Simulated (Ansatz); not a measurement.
Space group C2/m (No. 12). a = 7.568 Å, b = 4.564 Å, c = 4.408 Å, α = 90.00°, β = 122.43°, γ = 90.00°
```json
{"atom": "Ba", "site": "2c", "symmetry": "2/m", "x": "0.0000", "y": "0.0000", "z": "0.5000"}
{"atom": "H", "site": "4i", "symmetry": "m", "x": "0.7416", "y": "0.0000", "z": "0.7600"}
{"atom": "H", "site": "4i", "symmetry": "m", "x": "0.5387", "y": "0.0000", "z": "0.9685"}
```

Equation of state of this BaH4 structure (not necessarily the ground state), with shape and atoms relaxed at each volume where symmetry leaves them free. The calculation used DFT PBE, scalar-relativistic, plane waves, PAW (Ansatz).

Settings: cutoff 420 eV, Γ-centred mesh 6×6×6 on the computed 5-atom cell, Gaussian smearing of 0.02 eV; no spin polarisation.

```csv
V (Å³/atom),E − E(largest V) (meV/atom),P (GPa),gap on mesh (eV)
11.310,10.17,4.58,2.66
11.695,0.92,3.16,2.66
12.081,-5.15,1.95,2.62
12.466,-8.56,0.90,2.62
12.852,-9.61,0.01,2.60
13.237,-8.66,-0.78,2.62
13.623,-5.94,-1.46,2.63
14.137,0.00,-2.22,2.63
```

Task: Fit a third-order Birch–Murnaghan equation, E = E0 + (9V0B0/16)·[(x − 1)³B0' + (x − 1)²(6 − 4x)] with x = (V0/V)^(2/3), to E(V).

Result: V0 = 12.85 Å³/atom, B0 = 28 GPa, B0' = 3.8.

Spin-orbit coupling is left out, which matters for the bands of heavy elements.

The cell was found from a structure generator's guess, not taken from experiment.
